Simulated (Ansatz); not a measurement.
Hf$_{3}$N$_{4}$ in space group I-43d (No. 220; Hf on 12a, N on 16c), LDA in the plane-wave PAW code Ansatz, all energies at zero smearing, with the estimated change up to a 700 eV cutoff added, with one set of potentials and settings (totals compare only within such a set). Cell of 14 atoms (6 Hf, 8 N): -95877.062 eV.

```tsv
element	reference phase	E (eV/atom)
Hf	P6_3/mmc, 2 atoms in the cell	-15476.8591
N	P4_2/mnm, 4 atoms in the cell	-373.6497
```

Formation energy per atom, worked out: (-95877.062 − 6×(-15476.8591) − 8×(-373.6497))/14 = -1.908 eV/atom (-184 kJ per mol of atoms), at 0 K, without zero-point energy or fitted corrections.

Symmetry was held in the LDA relaxation. No spin polarisation was allowed. The references are the lowest solids computed at this level, not always the standard phases (solids in place of the gases). Scalar-relativistic: spin–orbit coupling is off unless named, which matters more the heavier the elements.

Potentials: the later of the program's two PAW sets.
